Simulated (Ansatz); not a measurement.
The relaxed structure here is a generated cell of Hf: the first start was made by placing the elements on the sites of a structure type, and the end was not matched to a known phase here, so it may be hypothetical. Known forms of Hf include space group No. 194.

A relaxed cell of Hf (R-3m (No. 166)), relaxed on a k-mesh at least as fine as the one used below. Computed with PBEsol (plane waves to 420 eV, PAW, scalar-relativistic; Ansatz, a first-principles code). Γ-centred k-mesh 6×12×12 on the run's cell (coarser than for final values), Fermi–Dirac smearing 0.05 eV.

```yaml
crystal:
  lattice:
    - [3.15213, 1.81988, 15.10319]
    - [-1.57606, 0.90994, 7.55159]
    - [0.00000, -1.81988, 7.55159]
  atoms:
    - { symbol: Hf, position: [0.00000, 0.00000, 0.00000] }
    - { symbol: Hf, position: [0.50000, 0.00000, 0.00000] }
    - { symbol: Hf, position: [0.11131, 0.22263, 0.22263] }
    - { symbol: Hf, position: [0.61131, 0.22263, 0.22263] }
    - { symbol: Hf, position: [0.38869, 0.77737, 0.77737] }
    - { symbol: Hf, position: [0.88869, 0.77737, 0.77737] }
```

The atoms are displaced by (Å):

```
atom      ux      uy      uz
----  ------  ------  ------
Hf1    0.123  -0.112   0.013
Hf2   -0.089   0.169  -0.005
Hf3   -0.027  -0.029  -0.004
Hf4    0.046   0.094  -0.022
Hf5    0.034  -0.010   0.049
Hf6   -0.084  -0.093  -0.053
```

What forces (eV/Å) and pressure result?


```json
[
 {"atom": "Hf1", "Fx": "-0.57", "Fy": "0.53", "Fz": "-0.04"},
 {"atom": "Hf2", "Fx": "0.43", "Fy": "-0.60", "Fz": "-0.13"},
 {"atom": "Hf3", "Fx": "0.48", "Fy": "0.16", "Fz": "-0.19"},
 {"atom": "Hf4", "Fx": "-0.42", "Fy": "-0.18", "Fz": "0.38"},
 {"atom": "Hf5", "Fx": "-0.65", "Fy": "-0.02", "Fz": "-0.29"},
 {"atom": "Hf6", "Fx": "0.72", "Fy": "0.10", "Fz": "0.27"}
]
```

Pressure +0.5 GPa.

Estimate the energy cost of the displacement in the harmonic approximation and compare with the calculation.

For a harmonic well ΔE = −½ Σ F·u = 0.226 eV a cell, or 38 meV/atom. The calculated energy relative to the undisplaced cell is +0.04 eV/atom, so the harmonic estimate holds well.

No spin polarisation in the result.

The run that gave the undisplaced cell could not lose the symmetry of its start; a randomly shaken copy of 6 atoms returns to this structure.
